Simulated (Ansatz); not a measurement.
# Zone-centre phonons of InAs at 7 GPa: input and output

Level of theory: DFT LDA, scalar-relativistic, plane waves, PAW (Ansatz).

Launched with:
```bash
ansatz run input.yaml --threads 1 --pin off --max-ram 3072MiB --backend cpu --events-out ev --progress --plain --runs-dir out
```

Input (bare energies are in eV):
```yaml
crystal:
  lattice:
    - [0.0, 2.9207691722, 2.9207691722]
    - [2.9207691722, 0.0, 2.9207691722]
    - [2.9207691722, 2.9207691722, 0.0]
  atoms:
    - { symbol: In, position: [0.0, 0.0, 0.0] }
    - { symbol: As, position: [0.75, 0.75, 0.75] }
basis:
  ecutwfc: 420
kpoints:
  mp_grid: { grid: [12, 12, 12] }
hamiltonian:
  xc: lda
scf:
  occupations: { method: fermi_dirac, width: 0.15 }
output:
  eigenvalues: true
phonons:
  method: dfpt
  eigenvectors: true
```

The end of the output:
```
--- Phonons (Γ-DFPT): 2 representative perturbations + reference, on 163 of 1728 k-points (Σ response iterations 6) ---
  k mesh reduced under 8 symmetry operations, with k and −k counted as one. Each operation leaves every solved displacement unchanged or reverses it
  ASR residual: 1.067e-4 → 0.000e0 eV/Å²; symmetrization residual: 5.980e-6 eV/Å²
  ASR residual per site (eV/Å²): 1.07e-4 2.53e-5
  Γ frequencies (cm⁻¹): 0.00 0.00 0.00 242.93 242.93 242.93
  non-analytic LO–TO correction: not included (Born effective charges unavailable; polar crystals: no LO–TO splitting at Γ)
```

The run took 33 s on 1 thread of Intel(R) Xeon(R) Platinum 8375C CPU @ 2.90GHz (Ice Lake), on a shared host, peak memory 0.76 GiB.

With next to no gap, frequencies and elastic constants depend on the k mesh and the smearing, soft modes and shear constants most. At this pressure the crystal is close to a known change of phase.

On the mesh the filled and empty bands stay 0.09 eV apart, little enough for the smearing to populate both, so at this level the crystal is a narrow-gap semiconductor or semimetal, not an ordinary metal; spin–orbit coupling, left out, can open or move such a gap.